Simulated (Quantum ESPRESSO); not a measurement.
## WHf2F2O6 (convergence and cost over cutoff and k mesh)

Simulated, not a measurement. The program is pw.x of Quantum ESPRESSO 7.5 (plane-wave density functional theory). The cell is made up: 11 atoms on a rutile lattice with one site empty, with randomly drawn elements, strain and displacements, not relaxed. PseudoDojo standard norm-conserving files (v0.5 for PBE, v0.4.1 for LDA and PBEsol) set the functional; there is no spin polarisation, spin-orbit coupling or dispersion term, and the masses in the input are unused placeholders.

The hafnium pseudopotential is less sure than the others, with forces about 3 percent (worst 6) and pressure in oxides about 1.5 GPa (worst 2.7) from a second method in checks, which no rerun with the same files tests.

Input of the run in row 4:

```
&control calculation='scf', pseudo_dir='./dojo.nc.sr.pbe.v0_5.standard.upf', outdir='./o', disk_io='low', tprnfor=.true., tstress=.true. /
&system ibrav=0, nat=11, ntyp=4, nbnd=50, ecutwfc=84.00895049, nosym=.true., tot_charge=0,
 occupations='smearing', smearing='fd', degauss=0.0018374661
/
&electrons conv_thr=7.350e-09, electron_maxstep=60, /
ATOMIC_SPECIES
F 1.0 F.upf
Hf 1.0 Hf.upf
O 1.0 O.upf
W 1.0 W.upf
CELL_PARAMETERS angstrom
4.8703 -0.0059 -0.0832
-0.0059 4.9141 0.0002
-0.1105 0.0003 6.3854
ATOMIC_POSITIONS angstrom
W -0.0275 0.0199 -0.0381
Hf 2.4586 2.4364 1.6054
Hf 2.3175 2.4468 4.7361
F 1.5207 1.444 -0.0421
O 3.3479 3.4449 -0.0114
O 3.9091 0.9879 1.6107
O 0.9394 4.0243 1.5566
O 1.3326 1.5136 3.2024
O 3.3548 3.4598 3.0896
O 3.8065 0.9421 4.6375
F 0.9774 3.9859 4.7965
K_POINTS automatic
5 5 4 1 1 1
```

The same cell was run at these settings. Meshes are shifted by half a step, and differences are from the last row, which is itself not exact.

```
cutoff (eV)     k mesh  k points solved  threshold (eV)  free energy less the last row's (eV)  pressure (GPa)  largest stress difference (GPa)  largest force difference (eV/Å)  iterations  wall time (s)  k-point pools                  processor
        800  2 x 2 x 2                4           1e-04                                 1.364          -24.77                            10.46                            0.071          14             15              4  Intel Xeon, 2023 or later
       1143  2 x 2 x 2                4           1e-07                                -0.023          -14.45                             0.11                            0.072          19             29              4  Intel Xeon, 2023 or later
        768  5 x 5 x 4               50           1e-07                                 2.100          -28.65                            14.30                            0.016          17            106              4  Intel Xeon, 2023 or later
       1143  5 x 5 x 4               50           1e-07                                 0.004          -14.41                             0.02                            0.003          19            213              4  Intel Xeon, 2023 or later
       1437  7 x 7 x 6              147           1e-07                                 0.000          -14.39                             0.00                            0.000          19           1058              4  Intel Xeon, 2023 or later
```

Each pool is one process. Wall times include start-up and a band step at six k points, which weighs most on the coarsest meshes. The runs were on shared virtual cores whose load varied, so times are rough.